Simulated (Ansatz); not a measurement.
Phonons of LuC2 in the CaC2-type structure

Level of theory: DFT, PBEsol, scalar-relativistic, no spin polarisation; plane waves to 420 eV with PAW datasets (Ansatz 0.2.0), Gaussian smearing of 0.15 eV. The datasets are Ansatz's generated set soft_2.

```cif
data_structure
_symmetry_space_group_name_H-M 'P 1'
_symmetry_Int_Tables_number 1
_cell_length_a 3.8912
_cell_length_b 3.8912
_cell_length_c 3.8912
_cell_angle_alpha 126.386
_cell_angle_beta 126.386
_cell_angle_gamma 79.254
_cell_volume 36.92
loop_
_atom_site_label
_atom_site_type_symbol
_atom_site_fract_x
_atom_site_fract_y
_atom_site_fract_z
_atom_site_occupancy
Lu1 Lu 0.00000 0.00000 0.00000 1
C1 C 0.39108 0.39108 0.00000 1
C2 C 0.60892 0.60892 0.00000 1
```

The cell was built from a prototype; the rare earths' dicarbides are known in this structure.

Force constants come from finite displacements in a 2×2×2 supercell (the unit cell's 14×14×14 k-mesh, folded to it); the long-range dipole term is not included. Points in reciprocal vectors of this cell: Γ = (0.000, 0.000, 0.000), X = (0.000, 0.000, 0.500), P = (0.250, 0.250, 0.250), N = (0.000, 0.500, 0.000), M = (0.500, 0.500, -0.500), S = (0.336, 0.664, -0.336), S0 = (-0.336, 0.336, 0.336), R = (-0.171, 0.171, 0.500), G = (0.500, 0.500, -0.171).

Frequencies at the named points (cm⁻¹, imaginary ones negative):
```
point                              ω (cm⁻¹)
    Γ        0 0 0 334 334 399 486 486 1626
    X   50 118 124 337 390 390 405 499 1575
    P  123 123 134 357 357 460 460 466 1549
    N    81 97 136 359 392 426 431 436 1543
    M     68 84 84 354 354 374 374 377 1546
    S   -41 84 102 298 358 391 405 447 1552
   S0   -41 84 102 298 358 391 405 447 1552
    R   24 106 119 345 348 386 402 483 1562
    G   24 106 119 345 348 386 402 483 1562
```

(1) Is the structure dynamically stable along this path, and where does the spectrum end?

Answer:

(1) Not settled: a branch is imaginary, down to 77i cm⁻¹ between S0 and Γ, but only at interpolated points; at the wave vectors that fit the supercell all modes are real. The highest frequency is 1626 cm⁻¹, at Γ. Points that don't fit the supercell are interpolated.

The crystal is a metal or nearly so; low and unstable modes depend on mesh and smearing.

Cost: 11 min on 4 threads of Arm Neoverse V1 (shared host), peak memory 3.9 GiB.

No spin–orbit coupling, a notable omission for heavy elements.
